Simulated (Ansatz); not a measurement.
## ⁶¹Ni nuclear quadrupole resonance in NiGe

Cell: a structure deposited in the COD, its atoms then relaxed with PBE in this cell.

```yaml
crystal:
  lattice:
    - [5.38100, 0.00000, 0.00000]
    - [0.00000, 3.42800, 0.00000]
    - [0.00000, 0.00000, 5.81100]
  atoms:
    - { symbol: Ni, position: [0.99359, 0.75000, 0.18901] }
    - { symbol: Ni, position: [0.00641, 0.25000, 0.81099] }
    - { symbol: Ni, position: [0.50641, 0.25000, 0.68901] }
    - { symbol: Ni, position: [0.49359, 0.75000, 0.31099] }
    - { symbol: Ge, position: [0.81143, 0.75000, 0.58603] }
    - { symbol: Ge, position: [0.18857, 0.25000, 0.41397] }
    - { symbol: Ge, position: [0.68857, 0.25000, 0.08603] }
    - { symbol: Ge, position: [0.31143, 0.75000, 0.91397] }
```

Atoms are numbered from 1 in the order listed; like atoms form one site, named after its first atom.

Method: Kohn–Sham DFT in Ansatz, r2SCAN, plane waves and PAW, scalar-relativistic, collinear spin, 500 eV cutoff, Γ-centred 9×14×8 k-points, Fermi–Dirac smearing 0.05 eV. Start moments as typed (μB): 1.5 on each Ni, none on the rest.

⁶¹Ni: I = 3/2, Q = 162.0 mb (year-2017 value). Static lattice, zero field.

**Question.** Predict the zero-field ⁶¹Ni lines of each site.

**Answer.** For I = 3/2 there is one line, ν = (|C_Q|/2)(1 + η²/3)^½.

```csv
site,atoms,V_zz (10²¹ V/m²),C_Q (MHz),η,line frequencies (MHz)
Ni,"1, 2, 3, 4",-1.07,-4.21,0.84,2.34
```

The program didn't check the stability of this electronic state in full, so a lower one may lie near. With no gap above 0.1 eV, as in a metal, the gradients converge slowly in k; expect changes of a tenth or more on a denser mesh. With these PAW files V_zz is typically within 2 to 3 % of all-electron values, but misses above 10 % occur on Ni. The start moments die out, and the run ends without spin.

The run took 11 min of wall time (11 min of CPU time) and 2.5 GiB at its peak, on 1 thread of Intel Xeon Platinum 8488C (Sapphire Rapids) (x86_64; 16 cores open to the job, memory cap 3.0 GiB, no GPU), a shared host with a load of 0.3 a core.
